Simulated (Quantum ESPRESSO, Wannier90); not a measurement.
## Wannierisation of PbS (Cmcm)

```
CELL_PARAMETERS angstrom
      4.15991     0.00000     0.00000
      0.00000     0.00000    -4.27932
     -2.07995     5.99130     0.00000
ATOMIC_POSITIONS crystal
  Pb 0.13056 0.25000 0.26112
  Pb 0.86944 0.75000 0.73888
  S  0.35480 0.25000 0.70960
  S  0.64520 0.75000 0.29040
```

Materials Project entry mp-1018115; symmetrised, unrelaxed at this level. Not found in the COD (Crystallography Open Database) copy used, which has the formula in other groups; not checked further. Computed values, not measurements, from PBEsol: Quantum ESPRESSO (norm-conserving PseudoDojo potentials, cutoff 50 Ry, no spin polarisation, no spin-orbit coupling) on a Γ-centred 8×8×8 mesh, then Wannier90. Density: 8×8×8 mesh, cold smearing 0.01 Ry. Spin-orbit coupling is left out although heavy elements are present.

The plane-wave run has 36 bands and 40 electrons a cell. On the energy scale of pw.x, whose zero is arbitrary, the valence-band maximum lies at 7.68 eV.

Isolated groups of bands, relative to the valence-band maximum (bands from 21 on overlap up to the last one computed):

```json
[
 {"bands": "1–10", "from (eV)": "-16.39", "to (eV)": "-16.16", "filling": "filled", "weight on atomic waves": "Pb 5d 99 %"},
 {"bands": "11–12", "from (eV)": "-13.03", "to (eV)": "-11.20", "filling": "filled", "weight on atomic waves": "S 3s 76 %, Pb 6p 14 %, Pb 6s 7 %"},
 {"bands": "13–14", "from (eV)": "-8.47", "to (eV)": "-5.68", "filling": "filled", "weight on atomic waves": "Pb 6s 71 %, S 3p 17 %, S 3s 9 %"},
 {"bands": "15–20", "from (eV)": "-4.45", "to (eV)": "0.00", "filling": "filled", "weight on atomic waves": "S 3p 71 %, Pb 6p 22 %, Pb 6s 5 %"}
]
```

Input w.win, without the blocks of cell, atoms and k-points (512 lines):

```
num_bands = 26
num_wann = 16
exclude_bands = 1-10
num_iter = 800
conv_tol = 1.0e-6
conv_window = 4
dis_num_iter = 1000
dis_conv_tol = 1.0e-6
dis_froz_max = 14.20
write_hr = true
write_u_matrices = true
begin projections
Pb: s;p
S: s;p
end projections
mp_grid = 8 8 8
```

wannier90.x stops with:
```
dis_windows: More states in the frozen window than target WFs
```
At some k-point more bands lie below dis_froz_max than there are Wannier functions, and every frozen state has to fit into the subspace. Mended as below, all else unchanged, the run goes through (Ω_I = 23.2 Å²) and follows the plane-wave bands to 1.1 meV rms (states up to 2.0 eV relative to the valence-band maximum).
```
dis_froz_max = 10.20
```
